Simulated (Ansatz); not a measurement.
**ZnS3, before and after**

The guess for ZnS3 was made by a generator: random cell by space group and Wyckoff sites (Im-3m, No. 229). Lengths were set from tabulated atomic sizes, so they are only a guess.

start.cif

```cif
data_structure
_symmetry_space_group_name_H-M 'Im-3m'
_symmetry_Int_Tables_number 229
_cell_length_a 5.6370
_cell_length_b 5.6370
_cell_length_c 5.6370
_cell_angle_alpha 90.000
_cell_angle_beta 90.000
_cell_angle_gamma 90.000
_cell_volume 179.12
loop_
_atom_site_label
_atom_site_type_symbol
_atom_site_symmetry_multiplicity
_atom_site_Wyckoff_symbol
_atom_site_fract_x
_atom_site_fract_y
_atom_site_fract_z
_atom_site_occupancy
Zn1 Zn 2 a 0.00000 0.00000 0.00000 1
S1 S 6 b 0.50000 0.00000 0.00000 1
```

Level of theory: Ansatz 0.2.0, DFT PBE, scalar-relativistic, plane waves, PAW. Cutoff 420 eV, Gaussian smearing, Γ-centred meshes. Cell and atoms relax first on a coarse mesh and then on a finer one. In between, the cell is made exact in the group found at 0.06 Å. In metals the finer mesh still leaves noise of several meV/atom or more. The steps can't lower the symmetry of their start. No spin polarisation.

end.cif

```cif
data_structure
_symmetry_space_group_name_H-M 'Im-3m'
_symmetry_Int_Tables_number 229
_cell_length_a 5.1079
_cell_length_b 5.1079
_cell_length_c 5.1079
_cell_angle_alpha 90.000
_cell_angle_beta 90.000
_cell_angle_gamma 90.000
_cell_volume 133.27
loop_
_atom_site_label
_atom_site_type_symbol
_atom_site_symmetry_multiplicity
_atom_site_Wyckoff_symbol
_atom_site_fract_x
_atom_site_fract_y
_atom_site_fract_z
_atom_site_occupancy
Zn1 Zn 2 a 0.00000 0.00000 0.00000 1
S1 S 6 b 0.50000 0.00000 0.00000 1
```

The symmetry stays Im-3m (No. 229). The volume per atom shrinks by 25.6 %, from 22.4 to 16.7 Å³. The shortest distance goes from 2.82 Å (Zn–S and S–S) to 2.55 Å (Zn–S and S–S). The energy falls by about 0.30 eV/atom (the start's value is from the coarse mesh).

```json
{
 "Volume per atom": "16.66 Å³",
 "Density": "4.03 g/cm³",
 "Formation energy": "+0.03 eV/atom",
 "Gap on the 12×12×12 mesh of the 4-atom cell": "0 eV (a metal)"
}
```

The zero of energy is the elements' standard structures at the same level; no fitted shifts are applied. The separate elements lie lower, so it is unstable against them.

The last run used Gaussian smearing of 0.10 eV. For metals, differences of a few meV/atom aren't resolved. The reference form of S is held partly by dispersion forces, which this level lacks. A structure relaxed within its symmetry needn't be a true minimum. In all, the 4 runs took 35 s on 1 thread of Intel(R) Xeon(R) Processor @ 2.70GHz, on a shared host. Another cell of ZnS3 relaxed alike, in Pm, lies 151 meV/atom lower, so this cell isn't the stable form at this level.
